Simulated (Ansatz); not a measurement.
ScAl₃:
```cif
data_Al3Sc
_chemical_formula_sum 'Sc1 Al3'
_space_group_name_H-M_alt 'P 1'
_space_group_IT_number 1
_cell_length_a 5.21384
_cell_length_b 5.21384
_cell_length_c 5.21384
_cell_angle_alpha 134.811
_cell_angle_beta 134.811
_cell_angle_gamma 65.825
loop_
_space_group_symop_operation_xyz
  'x, y, z'
loop_
_atom_site_label
_atom_site_type_symbol
_atom_site_fract_x
_atom_site_fract_y
_atom_site_fract_z
_atom_site_occupancy
Sc1 Sc 0.00000 0.00000 0.00000 1
Al1 Al 0.75000 0.25000 0.50000 1
Al2 Al 0.25000 0.75000 0.50000 1
Al3 Al 0.50000 0.50000 0.00000 1
```

Relaxed with r²SCAN.

Problem. Tabulate the valence density and the electron localisation function along the shortest Al–Al contact (2.83 Å), the program Ansatz at the r²SCAN level (PAW).

Solution. 

```csv
distance from Al (Å),density (e/Å³),ELF
0.28,0.06,0.08
0.42,0.08,0.02
0.57,0.11,0.07
0.71,0.16,0.30
0.85,0.20,0.55
0.99,0.22,0.67
1.13,0.22,0.71
1.27,0.22,0.72
1.42,0.21,0.72
1.56,0.22,0.72
1.70,0.22,0.71
1.84,0.22,0.67
1.98,0.20,0.55
2.12,0.16,0.30
2.27,0.11,0.07
2.41,0.08,0.02
2.55,0.06,0.08
```

The density is the valence pseudo-density with augmentation charge, so density and ELF within about 1 Å of a nucleus are not all-electron values.

Space group I4/mmm. The workflow started from a Materials Project entry (that database holds measured and hypothetical structures alike); the Crystallography Open Database copy checked does not list it. Its standing as an ambient phase is unchecked. The cell was relaxed with r²SCAN under the symmetry of its start; whether a distortion lowers the energy is not shown. The run is not spin-polarised.

Potentials: the later of the program's two PAW sets.
